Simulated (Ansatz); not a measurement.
Given:

MoPt:
```
CELL_PARAMETERS angstrom
      2.71053     0.00000     0.00000
      0.00000     2.71053     0.00000
      0.00000     0.00000     4.12560
ATOMIC_POSITIONS crystal
  Pt 0.00000 0.00000 0.00000
  Mo 0.50000 0.50000 0.50000
```

This is the r²SCAN-relaxed structure.

Question: All from r²SCAN (plane waves, PAW; program Ansatz), unless another level is named. Give the density of states at the Fermi level.

Answer: 0.91 states/eV per atom (mean over ±0.08 eV).

Question: What about the formation energy from the elements (no fitted shifts)?

Answer: -0.27 eV/atom.

Space group P4/mmm (L1₀ or tetragonal B2). The start of the workflow was typed in or built on a structure type; neither database checked (COD, Materials Project) lists it. Whether it is the stable phase at ambient conditions was not checked. Symmetry was held in the r²SCAN relaxation; its stability against distortions is not shown here. The run is not spin-polarised. The references are the lowest solids computed at this level, not always the standard phases. Spin–orbit coupling is left out wherever it is not named.

Potentials: the later of the program's two PAW sets.
